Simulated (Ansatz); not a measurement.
One crystal and one scan (energy against volume) at two levels, r2SCAN+rVV10 (plane waves to 500 eV, PAW, scalar-relativistic; Ansatz, a quantum-chemistry and plane-wave program) and PBE-D3(BJ) (plane waves to 420 eV, PAW, scalar-relativistic; Ansatz), each from its own relaxed cell and on its own mesh. The cell shown is that of r2SCAN+rVV10.

BN (h-BN type, space group P6_3/mmc)

```
CELL_PARAMETERS angstrom
      2.49975     0.00000     0.00000
     -1.24987     2.16485     0.00000
      0.00000     0.00000     6.52535
ATOMIC_POSITIONS crystal
  B  0.33333 0.66667 0.25000
  B  0.66667 0.33333 0.75000
  N  0.33333 0.66667 0.75000
  N  0.66667 0.33333 0.25000
```

This relaxed cell (volume V₀) is scaled evenly in all directions, its shape held. Symmetry pins the atoms to their sites.

Energies are smeared free energies. BN was relaxed with its symmetry unable to fall. The PAW data are Ansatz's earlier set. With the shape held, the modulus is that of even scaling; a crystal free to change shape is softer. Percentages come from the unrounded values. Both scans cover V/V₀ from 0.900 to 1.100.

Results of r2SCAN+rVV10:

| Property | Result |
|---|---|
| Lattice constant a (Å) | 2.500 |
| Lattice constant c (Å) | 6.525 |
| Relaxed volume (Å³/atom) | 8.83 |
| Pressure at the smallest volume (GPa) | 32.5 |
| Energy cost of the largest compression (meV/atom) | 82.7 |
| Energy cost of the largest expansion (meV/atom) | 60.9 |
| Bulk modulus at fixed cell shape B₀ (third-order Birch-Murnaghan fit) (GPa) | 255.9 |
| Pressure for 5 % compression (fit) (GPa) | 14.4 |

**Question.** What does PBE-D3(BJ) give for the same quantities?

**Answer.** 
| quantity | PBE-D3(BJ) | r2SCAN+rVV10 − PBE-D3(BJ) |
|---|---|---|
| Lattice constant a (Å) | 2.506 | -0.006 (-0.2 %) |
| Lattice constant c (Å) | 6.616 | -0.091 (-1.4 %) |
| Relaxed volume (Å³/atom) | 8.99 | -0.16 (-1.8 %) |
| Pressure at the smallest volume (GPa) | 31.1 | +1.4 (+4.5 %) |
| Energy cost of the largest compression (meV/atom) | 80.2 | +2.5 (+3.2 %) |
| Energy cost of the largest expansion (meV/atom) | 58.7 | +2.2 (+3.8 %) |
| Bulk modulus at fixed cell shape B₀ (third-order Birch-Murnaghan fit) (GPa) | 242.6 | +13.3 (+5.5 %) |
| Pressure for 5 % compression (fit) (GPa) | 13.7 | +0.7 (+5 %) |

r2SCAN+rVV10 gives the higher value for: pressure at the smallest volume; energy cost of the largest compression; energy cost of the largest expansion; bulk modulus at fixed cell shape B₀; pressure for 5 % compression. r2SCAN+rVV10 gives the lower value for: lattice constant a; lattice constant c; relaxed volume. Neither level is exact: the differences show how much the result hangs on the functional.

(Under strain, the slope of the energy per volume gives the stress and its curvature an elastic modulus.)
